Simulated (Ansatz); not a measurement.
Rigid (110) slab of LaMg, space group Pm-3m (No. 221):

```yaml
crystal:
  lattice:
    - [3.90560, 0.00000, 0.00000]
    - [0.00000, 5.52335, 0.00000]
    - [0.00000, 0.00000, 22.52335]
  atoms:
    - { symbol: La, position: [0.00000, 0.50000, 0.37739] }
    - { symbol: Mg, position: [0.50000, 0.00000, 0.37739] }
    - { symbol: La, position: [0.00000, 0.00000, 0.49763] }
    - { symbol: Mg, position: [0.50000, 0.50000, 0.49570] }
    - { symbol: La, position: [0.00000, 0.50000, 0.61389] }
    - { symbol: Mg, position: [0.50000, 0.00000, 0.61831] }
```

Level of theory: DFT PBEsol, scalar-relativistic, plane waves, PAW (Ansatz). Settings: cutoff 420 eV, Γ-centred mesh 7×5×1 on the computed 7-atom cell, Gaussian smearing of 0.10 eV; no spin polarisation. A dipole correction removes the field between periodic images along c.

An adatom of Li is held over the places (i/4, j/4) of the 1×1 surface cell, counted from the highest atom (Mg), and only its height relaxes; one adatom per 21.6 Å².

Question: What is the energy landscape, counted from its lowest point?

Answer: Energies in eV:

```
i   j=0   j=1   j=2   j=3
0  0.26  0.20  0.30  0.20
1  0.16  0.26  0.45  0.26
2  0.00  0.32  0.56  0.32
3  0.16  0.26  0.45  0.26
```

Heights over the highest slab atom in Å:

```csv
i,j=0,j=1,j=2,j=3
0,2.77,2.63,2.74,2.63
1,2.59,2.66,2.97,2.66
2,2.29,2.70,3.14,2.70
3,2.59,2.66,2.97,2.66
```

The slab is thin and held rigid, with forces of up to 0.4 eV/Å left on its atoms, so relaxing it could reorder the places.

Without spin polarisation weakly bound places lie too high for an open-shell atom.

Spin-orbit coupling is left out, which matters for the bands of heavy elements.
